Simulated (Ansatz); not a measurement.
Ansatz (an electronic-structure program) input:

Ansatz 0.2 input:
```yaml
crystal:
  lattice:
    - [4.7315255844, 0.0, 0.0]
    - [-2.3657627922, 4.0976213547, 0.0]
    - [0.0, 0.0, 6.5182683162]
  atoms:
    - { symbol: Ta, position: [0.5, 0.0, 0.0] }
    - { symbol: Ta, position: [0.5, 0.5, 0.6666666667] }
    - { symbol: Ta, position: [0.0, 0.5, 0.3333333333] }
    - { symbol: Si, position: [0.1594013156, 0.3188026313, 0.0] }
    - { symbol: Si, position: [0.8405986844, 0.1594013156, 0.6666666667] }
    - { symbol: Si, position: [0.6811973687, 0.8405986844, 0.3333333333] }
    - { symbol: Si, position: [0.8405986844, 0.6811973687, 0.0] }
    - { symbol: Si, position: [0.1594013156, 0.8405986844, 0.6666666667] }
    - { symbol: Si, position: [0.3188026313, 0.1594013156, 0.3333333333] }
kpoints:
  mp_grid: { grid: [18, 18, 11] }
hamiltonian:
  xc: lda
  pseudopotentials: { kind: paw }
scf:
  occupations: { method: fermi_dirac, width: 0.1 }
elastic: { mode: relaxed_ion, stencil: two_point, amplitude: 0.005, f_tol: 0.0005 }
```

Output (shortened):

```
Pseudopotentials: kind: paw
Pseudopotential: Ta, paw, valence charge 13
Pseudopotential: Si, paw, valence charge 4
Functional definition: SPW92
Crystal: 9 atoms, lattice volume = 126.376 Å³
Basis set: ecut = 420 eV, 2499 PW (Γ)
Bands: 41, of which v1, the nominal top of the filled ones, is band 32 counted from 1 (31 counted from 0)
Symmetry: 12 space group operations
Space group: P6422 (ITA 181), of the structure as read, at distance tolerance 5.0e-5 Å
k-points: 222 of 3564 (time reversal used)
PAW frozen core: Ta, regenerated for the run's functional, and the local potential with it
PAW frozen core: Si, regenerated for the run's functional, and the local potential with it
Initial wavefunctions: pseudopotential atomic-orbital guess
Eigensolver: davidson
Functional: x = slater, c = lda
all-band conjugate gradients solve this SCF's bands
SCF 1 converged in 9 iterations: F = -32704.893829 eV  dr2 = 3.06e-14
relax step   1: F+E_penalty+E_count = -32704.89382937 eV  Δ(F+E_penalty+E_count) = +0.000e0 eV  max|allowed force component| = 2.176e-2 eV/Å  Δτ_max = 0.0000 Å  (9 SCF iters, accepted)
Crystal: 9 atoms, lattice volume = 126.376 Å³
Initial density: handed on by an earlier stage of this run
Initial wavefunctions: pseudopotential atomic-orbital guess (no wavefunctions were taken with the density)
SCF 2 converged in 8 iterations: F = -32704.893930 eV  dr2 = 9.42e-14
relax step   2: F+E_penalty+E_count = -32704.89393048 eV  Δ(F+E_penalty+E_count) = -1.011e-4 eV  max|allowed force component| = 1.300e-3 eV/Å  Δτ_max = 0.0015 Å  (8 SCF iters, accepted)
density extrapolation: transplant  |δρ|_rms = 2.999e-2 e/Å³  SAD shift = 2.265e-5 e/Å³
Crystal: 9 atoms, lattice volume = 126.376 Å³
Initial wavefunctions: those handed on with the density
SCF 3 converged in 6 iterations: F = -32704.893931 eV  dr2 = 5.04e-15
relax step   3: F+E_penalty+E_count = -32704.89393084 eV  Δ(F+E_penalty+E_count) = -3.633e-7 eV  max|allowed force component| = 3.316e-6 eV/Å  Δτ_max = 0.0001 Å  (6 SCF iters, accepted)
Crystal: 9 atoms, lattice volume = 126.376 Å³
SCF 4 converged in 9 iterations: F = -32704.893931 eV  dr2 = 5.40e-14
Crystal: 9 atoms, lattice volume = 125.744 Å³
Basis set: ecut = 420 eV, 2467 PW (Γ)
Symmetry: 4 space group operations
k-points: 546 of 3564 (time reversal used)
SCF 5 converged in 10 iterations: F = -32704.889811 eV  dr2 = 5.47e-15
relax step   1: F+E_penalty+E_count = -32704.88981123 eV  Δ(F+E_penalty+E_count) = +0.000e0 eV  max|allowed force component| = 2.472e-2 eV/Å  Δτ_max = 0.0000 Å  (10 SCF iters, accepted)
density extrapolation: transplant  |δρ|_rms = 3.006e-2 e/Å³  SAD shift = 1.975e-3 e/Å³
Crystal: 9 atoms, lattice volume = 125.744 Å³
SCF 6 converged in 9 iterations: F = -32704.889884 eV  dr2 = 4.45e-15
relax step   2: F+E_penalty+E_count = -32704.88988413 eV  Δ(F+E_penalty+E_count) = -7.290e-5 eV  max|allowed force component| = 1.234e-2 eV/Å  Δτ_max = 0.0019 Å  (9 SCF iters, accepted)
density extrapolation: transplant  |δρ|_rms = 3.006e-2 e/Å³  SAD shift = 6.318e-4 e/Å³
Crystal: 9 atoms, lattice volume = 125.744 Å³
SCF 7 converged in 8 iterations: F = -32704.889895 eV  dr2 = 1.94e-14
relax step   3: F+E_penalty+E_count = -32704.88989540 eV  Δ(F+E_penalty+E_count) = -1.128e-5 eV  max|allowed force component| = 5.297e-4 eV/Å  Δτ_max = 0.0006 Å  (8 SCF iters, accepted)
density extrapolation: transplant  |δρ|_rms = 3.006e-2 e/Å³  SAD shift = 2.645e-5 e/Å³
Crystal: 9 atoms, lattice volume = 125.744 Å³
SCF 8 converged in 7 iterations: F = -32704.889896 eV  dr2 = 5.31e-15
relax step   4: F+E_penalty+E_count = -32704.88989553 eV  Δ(F+E_penalty+E_count) = -1.252e-7 eV  max|allowed force component| = 2.435e-4 eV/Å  Δτ_max = 0.0001 Å  (7 SCF iters, accepted)
Crystal: 9 atoms, lattice volume = 125.744 Å³
SCF 9 converged in 2 iterations: F = -32704.889896 eV  dr2 = 2.13e-15
Crystal: 9 atoms, lattice volume = 127.008 Å³
SCF 10 converged in 10 iterations: F = -32704.890118 eV  dr2 = 7.13e-15
relax step   1: F+E_penalty+E_count = -32704.89011817 eV  Δ(F+E_penalty+E_count) = +0.000e0 eV  max|allowed force component| = 2.545e-2 eV/Å  Δτ_max = 0.0000 Å  (10 SCF iters, accepted)
density extrapolation: transplant  |δρ|_rms = 2.993e-2 e/Å³  SAD shift = 1.394e-3 e/Å³
Crystal: 9 atoms, lattice volume = 127.008 Å³
SCF 11 converged in 8 iterations: F = -32704.890200 eV  dr2 = 9.87e-14
relax step   2: F+E_penalty+E_count = -32704.89019970 eV  Δ(F+E_penalty+E_count) = -8.153e-5 eV  max|allowed force component| = 8.253e-4 eV/Å  Δτ_max = 0.0014 Å  (8 SCF iters, accepted)
density extrapolation: transplant  |δρ|_rms = 2.993e-2 e/Å³  SAD shift = 1.480e-5 e/Å³
Crystal: 9 atoms, lattice volume = 127.008 Å³
SCF 12 converged in 6 iterations: F = -32704.890200 eV  dr2 = 4.97e-14
relax step   3: F+E_penalty+E_count = -32704.89019982 eV  Δ(F+E_penalty+E_count) = -1.140e-7 eV  max|allowed force component| = 3.567e-5 eV/Å  Δτ_max = 0.0001 Å  (6 SCF iters, accepted)
Crystal: 9 atoms, lattice volume = 127.008 Å³
SCF 13 converged in 2 iterations: F = -32704.890200 eV  dr2 = 2.02e-14
Crystal: 9 atoms, lattice volume = 125.744 Å³
Basis set: ecut = 420 eV, 2451 PW (Γ)
SCF 14 converged in 9 iterations: F = -32704.888515 eV  dr2 = 3.75e-15
relax step   1: F+E_penalty+E_count = -32704.88851495 eV  Δ(F+E_penalty+E_count) = +0.000e0 eV  max|allowed force component| = 1.624e-2 eV/Å  Δτ_max = 0.0000 Å  (9 SCF iters, accepted)
density extrapolation: transplant  |δρ|_rms = 3.022e-2 e/Å³  SAD shift = 2.848e-4 e/Å³
Crystal: 9 atoms, lattice volume = 125.744 Å³
SCF 15 converged in 7 iterations: F = -32704.888571 eV  dr2 = 3.39e-14
relax step   2: F+E_penalty+E_count = -32704.88857120 eV  Δ(F+E_penalty+E_count) = -5.624e-5 eV  max|allowed force component| = 1.426e-4 eV/Å  Δτ_max = 0.0012 Å  (7 SCF iters, accepted)
Crystal: 9 atoms, lattice volume = 125.744 Å³
SCF 16 converged in 2 iterations: F = -32704.888571 eV  dr2 = 1.41e-14
Crystal: 9 atoms, lattice volume = 127.008 Å³
SCF 17 converged in 9 iterations: F = -32704.889587 eV  dr2 = 8.58e-15
relax step   1: F+E_penalty+E_count = -32704.88958664 eV  Δ(F+E_penalty+E_count) = +0.000e0 eV  max|allowed force component| = 1.606e-2 eV/Å  Δτ_max = 0.0000 Å  (9 SCF iters, accepted)
density extrapolation: transplant  |δρ|_rms = 2.977e-2 e/Å³  SAD shift = 2.769e-4 e/Å³
Crystal: 9 atoms, lattice volume = 127.008 Å³
SCF 18 converged in 7 iterations: F = -32704.889643 eV  dr2 = 3.24e-14
relax step   2: F+E_penalty+E_count = -32704.88964253 eV  Δ(F+E_penalty+E_count) = -5.588e-5 eV  max|allowed force component| = 2.852e-4 eV/Å  Δτ_max = 0.0011 Å  (7 SCF iters, accepted)
Crystal: 9 atoms, lattice volume = 127.008 Å³
SCF 19 converged in 2 iterations: F = -32704.889643 eV  dr2 = 1.32e-14
Crystal: 9 atoms, lattice volume = 126.375 Å³
Basis set: ecut = 420 eV, 2487 PW (Γ)
Symmetry: 2 space group operations
k-points: 946 of 3564 (time reversal used)
SCF 20 converged in 10 iterations: F = -32704.892263 eV  dr2 = 2.34e-15
relax step   1: F+E_penalty+E_count = -32704.89226313 eV  Δ(F+E_penalty+E_count) = +0.000e0 eV  max|allowed force component| = 2.850e-2 eV/Å  Δτ_max = 0.0000 Å  (10 SCF iters, accepted)
density extrapolation: transplant  |δρ|_rms = 2.999e-2 e/Å³  SAD shift = 5.249e-3 e/Å³
Crystal: 9 atoms, lattice volume = 126.375 Å³
SCF 21 converged in 8 iterations: F = -32704.892410 eV  dr2 = 7.79e-14
relax step   2: F+E_penalty+E_count = -32704.89241022 eV  Δ(F+E_penalty+E_count) = -1.471e-4 eV  max|allowed force component| = 2.729e-2 eV/Å  Δτ_max = 0.0044 Å  (8 SCF iters, accepted)
density extrapolation: transplant  |δρ|_rms = 2.999e-2 e/Å³  SAD shift = 2.194e-3 e/Å³
Crystal: 9 atoms, lattice volume = 126.375 Å³
SCF 22 converged in 8 iterations: F = -32704.892500 eV  dr2 = 5.46e-14
relax step   3: F+E_penalty+E_count = -32704.89249994 eV  Δ(F+E_penalty+E_count) = -8.972e-5 eV  max|allowed force component| = 2.085e-3 eV/Å  Δτ_max = 0.0019 Å  (8 SCF iters, accepted)
density extrapolation: transplant  |δρ|_rms = 2.999e-2 e/Å³  SAD shift = 1.277e-4 e/Å³
Crystal: 9 atoms, lattice volume = 126.375 Å³
SCF 23 converged in 7 iterations: F = -32704.892502 eV  dr2 = 1.91e-14
relax step   4: F+E_penalty+E_count = -32704.89250174 eV  Δ(F+E_penalty+E_count) = -1.804e-6 eV  max|allowed force component| = 3.118e-4 eV/Å  Δτ_max = 0.0003 Å  (7 SCF iters, accepted)
Crystal: 9 atoms, lattice volume = 126.375 Å³
SCF 24 converged in 2 iterations: F = -32704.892502 eV  dr2 = 3.96e-15
Crystal: 9 atoms, lattice volume = 126.375 Å³
SCF 25 converged in 10 iterations: F = -32704.892263 eV  dr2 = 2.34e-15
relax step   1: F+E_penalty+E_count = -32704.89226313 eV  Δ(F+E_penalty+E_count) = +0.000e0 eV  max|allowed force component| = 2.850e-2 eV/Å  Δτ_max = 0.0000 Å  (10 SCF iters, accepted)
density extrapolation: transplant  |δρ|_rms = 2.999e-2 e/Å³  SAD shift = 2.909e-3 e/Å³
Crystal: 9 atoms, lattice volume = 126.375 Å³
SCF 26 converged in 8 iterations: F = -32704.892501 eV  dr2 = 1.78e-14
relax step   2: F+E_penalty+E_count = -32704.89250132 eV  Δ(F+E_penalty+E_count) = -2.382e-4 eV  max|allowed force component| = 1.284e-3 eV/Å  Δτ_max = 0.0028 Å  (8 SCF iters, accepted)
density extrapolation: transplant  |δρ|_rms = 2.999e-2 e/Å³  SAD shift = 1.047e-4 e/Å³
Crystal: 9 atoms, lattice volume = 126.375 Å³
SCF 27 converged in 6 iterations: F = -32704.892502 eV  dr2 = 8.44e-14
relax step   3: F+E_penalty+E_count = -32704.89250175 eV  Δ(F+E_penalty+E_count) = -4.264e-7 eV  max|allowed force component| = 1.870e-4 eV/Å  Δτ_max = 0.0001 Å  (6 SCF iters, accepted)
Crystal: 9 atoms, lattice volume = 126.375 Å³
SCF 28 converged in 2 iterations: F = -32704.892502 eV  dr2 = 3.89e-14
SCF converged after 9 iterations
Stability not checked: this state was not tested for a lower state beside it, because too few of the mixer's solves of this state at the end of the SCF gave a …
Free energy (F): -32704.893931 eV
Harris-Foulkes:  -32704.893931 eV  (|F-HF|=3.64e-12)
Internal energy: -32704.794883 eV  (E = F + TS)
E sigma→0 (E₀):  -32704.844407 eV
Entropy (-TS):   -0.099048 eV (-11.005 meV/atom)
Fermi energy:    15.414339 eV
--- Per-component energies (eV) ---
  E_band       = -240.115637
  E_kinetic    = 1372.078135
  E_local      = -2314.589872  (includes V_loc(G=0)·N_el)
  E_nonlocal   = 221.894136
  E_hartree    = 885.511316
  E_xc         = -994.972418
  E_vxc        = -915.301775  (∫ρ·V_xc dr)
  E_paw        = -27365.672527  (= ΣΔE_a)
  E_vpaw       = -375.219386  (= ΣTr[D̂ρ^β])
  E_aug_tail   = 0.000482  (compensation charges beyond the density's cutoff)
  E_ewald      = -4510.326827
  E_core_change = 1.282693  (= ΣΔE_core)
  E_smearing   = -0.099048  (= −TS)
  E_closure    =  0.000000  (closes the sum)
  Σ components = -32704.893931   (vs F -32704.893931, Δ=0.00e0)
--- Forces (eV/Å), atoms counted from 1 ---
  atom   1  Ta     0.00000000     0.00000000     0.00000000
  atom   2  Ta     0.00000000     0.00000000     0.00000000
  atom   3  Ta     0.00000000     0.00000000     0.00000000
  atom   4  Si     0.00000000     0.00000328     0.00000000
  atom   5  Si    -0.00000284     0.00000164     0.00000000
  atom   6  Si    -0.00000284    -0.00000164     0.00000000
  atom   7  Si     0.00000000    -0.00000328     0.00000000
  atom   8  Si     0.00000284    -0.00000164     0.00000000
  atom   9  Si     0.00000284     0.00000164     0.00000000
  max |Σ_I F_I| component: 4.86e-17 eV/Å
--- Stress (GPa, compression-positive) ---
        0.026024       0.000000       0.000000
        0.000000       0.026024       0.000000
        0.000000       0.000000       0.116809
  P = ⅓ Tr σ = 0.0563 GPa (0.563 kbar)
  The stress holds the Pulay correction. Without it, at fixed plane waves, as pw.x and ABINIT print it: P = 0.0013 GPa
  The stress includes an estimate of the error left by incomplete SCF convergence (largest component 0.0000 GPa).
--- Band table (eV; the first three rows and the last of 222) ---
  k-point 0: bands = ["-52.0819", "-52.0640", "-52.0640", "-18.8115", "-18.8115", "-18.7985", "-18.7342", "-18.7342", "-18.6283", "-18.6257", "-18.6087", "-18.6087", "1.9006", "5.2669", "5.2669", "8.7671", "9.4886", "9.4886", "9.5062", "9.5062", "10.6011", …
  k-point 1: bands = ["-52.0816", "-52.0661", "-52.0622", "-18.8285", "-18.7969", "-18.7921", "-18.7369", "-18.7325", "-18.6307", "-18.6264", "-18.6201", "-18.5972", "1.9340", "4.7844", "5.7453", "8.7952", "9.3428", "9.3919", "9.6735", "9.6856", "10.5958", …
  k-point 2: bands = ["-52.0810", "-52.0683", "-52.0607", "-18.8427", "-18.7923", "-18.7709", "-18.7398", "-18.7330", "-18.6378", "-18.6299", "-18.6282", "-18.5867", "2.0335", "4.3099", "6.2083", "8.8785", "9.2035", "9.3821", "9.8705", "9.8994", "10.5463", …
  k-point 221: bands = ["-52.0757", "-52.0675", "-52.0665", "-18.8504", "-18.8364", "-18.8237", "-18.7107", "-18.7044", "-18.6559", "-18.6169", "-18.6039", "-18.5906", "4.7954", "5.0353", "5.4569", "6.1665", "6.4944", "7.4388", "9.9858", "10.3630", "10.6194", …
  band table: 41 of 41 bands, residual norms ≤ 1.0e-3 eV
--- Elastic constants: 3 strain directions × 2 members + reference (group order 12) ---
  dense FFT box of the reference and of every strained cell: 32×32×45
  strains applied: 11, 33, 23; error gains …
  reference relaxed by the batch: 3 steps …
  largest displacement 1.6e-3 Å; the constants are those of the deck's cell at these positions:
  atoms:
    - { symbol: Ta, position: [0.5, 0.0, 0.0] }
    - { symbol: Ta, position: [0.5, 0.5, 0.6666666666666666] }
    - { symbol: Ta, position: [0.0, 0.5, 0.3333333333333333] }
    - { symbol: Si, position: [0.15959106804446188, 0.3191821360889238, 0.0] }
    - { symbol: Si, position: [0.840408931955538, 0.15959106804446188, 0.6666666666666666] }
    - { symbol: Si, position: [0.6808178639110763, 0.8404089319555381, 0.3333333333333333] }
    - { symbol: Si, position: [0.8404089319555381, 0.6808178639110762, 0.0] }
    - { symbol: Si, position: [0.15959106804446188, 0.8404089319555381, 0.6666666666666666] }
    - { symbol: Si, position: [0.31918213608892376, 0.15959106804446188, 0.3333333333333333] }
  C = ∂σ_k/∂η_j (tension-positive GPa; Voigt order 11 22 33 23 13 12):
       394.037     82.597     99.055      0.000      0.000      0.000
        82.597    394.037     99.055      0.000      0.000      0.000
        99.143     99.143    489.561      0.000      0.000      0.000
         0.000      0.000      0.000    145.200      0.000      0.000
         0.000      0.000      0.000      0.000    145.200      0.000
         0.000      0.000      0.000      0.000      0.000    155.720
  reference stress σ⁰ (GPa):     -0.026     -0.026     -0.117      0.000      0.000      0.000
  moduli (Voigt/Reuss/Hill, GPa): K = 204.36/201.73/203.04   G = 155.68/154.53/155.11   E = 370.88   ν = 0.196
  mechanically stable: yes (min eigenvalue of sym C = 145.20 GPa)
  strain η (Voigt 11):  stress-route row diagonal C_11 = 394.04 GPa, energy-path curvature d²(F+E_count+ΔE)/dδ²/Ω₀ = 394.02 GPa
         δ    σ_11 (GPa)             F (eV)   n_scf  n_hpsi   n_pw
    -5.000e-3      -2.0337      -32704.8898955       2  179856   2481   relax 4 steps, max|allowed force component| 2.43e-4 eV/Å
     5.000e-3       1.9067      -32704.8901998       2  179554   2510   relax 3 steps, max|allowed force component| 3.57e-5 eV/Å
  strain η (Voigt 33):  stress-route row diagonal C_33 = 489.56 GPa, energy-path curvature d²(F+E_count+ΔE)/dδ²/Ω₀ = 489.52 GPa
         δ    σ_33 (GPa)             F (eV)   n_scf  n_hpsi   n_pw
    -5.000e-3      -2.6210      -32704.8885712       2   72814   2490   relax 2 steps, max|allowed force component| 1.43e-4 eV/Å
     5.000e-3       2.2746      -32704.8896425       2   72941   2508   relax 2 steps, max|allowed force component| 2.85e-4 eV/Å
  strain η (Voigt 23):  stress-route row diagonal C_44 = 145.20 GPa, energy-path curvature d²(F+E_count+ΔE)/dδ²/Ω₀ = 145.24 GPa
         δ    σ_23 (GPa)             F (eV)   n_scf  n_hpsi   n_pw
    -5.000e-3      -0.7260      -32704.8925017       2  311437   2494   relax 4 steps, max|allowed force component| 3.12e-4 eV/Å
     5.000e-3       0.7260      -32704.8925017       2  311455   2494   relax 3 steps, max|allowed force component| 1.87e-4 eV/Å
```

Cost: about 2.1 core-hours (a rough figure) on shared cores.

Space group P6_422. The workflow started from an entry of the Crystallography Open Database (COD), which files this formula under 2 space groups. Its standing as an ambient phase is unchecked. The LDA relaxation kept the symmetry of its start; whether a distortion lowers the energy is not shown. No spin polarisation was allowed. As this level gives no gap, shear constants depend on the k-mesh and smearing (Fermi–Dirac, 0.1 eV here). Spin–orbit coupling is left out wherever it is not named.

Potentials: the later of the program's two PAW sets.

Ansatz is a plane-wave DFT program.
